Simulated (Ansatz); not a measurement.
A geometry of Au away from equilibrium: step 2 of the relaxation of a relaxed Au cell displaced along its unstable phonon at q = (½, ½, 0) of its primitive reciprocal cell (52i cm⁻¹), largest move 0.15 Å. Level of theory: PBEsol (plane waves to 420 eV, PAW, scalar-relativistic; Ansatz, a program for electronic structure). Γ-centred k-mesh 12×12×12 on the run's cell (coarser than for final values), Fermi–Dirac smearing 0.05 eV. The plane waves were selected for a different cell earlier on the path.

```yaml
crystal:
  lattice:
    - [5.28727, 0.00000, 0.00000]
    - [2.64364, 2.64364, 0.00000]
    - [0.00000, 0.00000, 2.68588]
  atoms:
    - { symbol: Au, position: [0.00000, 0.00000, 0.10569] }
    - { symbol: Au, position: [0.50000, 0.00000, 0.89431] }
```

What forces act on the atoms (eV/Å)?


```
atom    Fx    Fy     Fz
----  ----  ----  -----
Au1   0.00  0.00   0.39
Au2   0.00  0.00  -0.39
```

The path ends in I4/mmm (No. 139) (AFLOW prototype A_tI2_139_a (A_a)). No spin polarisation in the result.

The run could not lose the symmetry of its start: the end is stationary, and may be a saddle point rather than a minimum.

The end of the path is a generated cell of Au: the first start was made by placing the elements on the sites of a structure type, and the end was not matched to a known phase here, so it may be hypothetical. Known forms of Au include space group No. 225.
